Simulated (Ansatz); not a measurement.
Q: Each is relaxed and computed with plane-wave PAW PBEsol (Ansatz code). Which is the only one with a gap?
A) CaTiO3, Pnma (Ca on 4c, Ti on 4b, O on 4c, O on 8d)
B) TiSi, CsCl type
C) ZrTiB4, Pmmm (Ti on 1a, B on 2t, B on 2r, Zr on 1d)
D) TiC, Pm-3m (Ti on 3c, C on 3d)

A: A, CaTiO3, Pnma (Ca on 4c, Ti on 4b, O on 4c, O on 8d). CaTiO3: gap 2.43 eV (direct); TiSi: metal; ZrTiB4: metal; TiC: metal. Constructed cells (a structure type filled with these elements, in neither database checked): TiSi, CsCl type. Typed or built starts, not in the databases checked: ZrTiB4, Pmmm (Ti on 1a, B on 2t, B on 2r, Zr on 1d); TiC, Pm-3m (Ti on 3c, C on 3d). Not the usual ambient phase: TiC, Pm-3m (Ti on 3c, C on 3d). Standing as an ambient phase not checked: CaTiO3, Pnma (Ca on 4c, Ti on 4b, O on 4c, O on 8d). Unstable at this level: TiSi, CsCl type. All cells were relaxed under the symmetry of their starts (and spin orders); stability against distortions was not tested throughout. Named crystals with no word on spin ran without spin polarisation. Spin–orbit coupling is left out wherever it is not named.

Potentials: the earlier of the program's two PAW sets. The files were generated under PBE; for other functionals the program regenerates the frozen cores, and for LDA and PBEsol the local potential too.
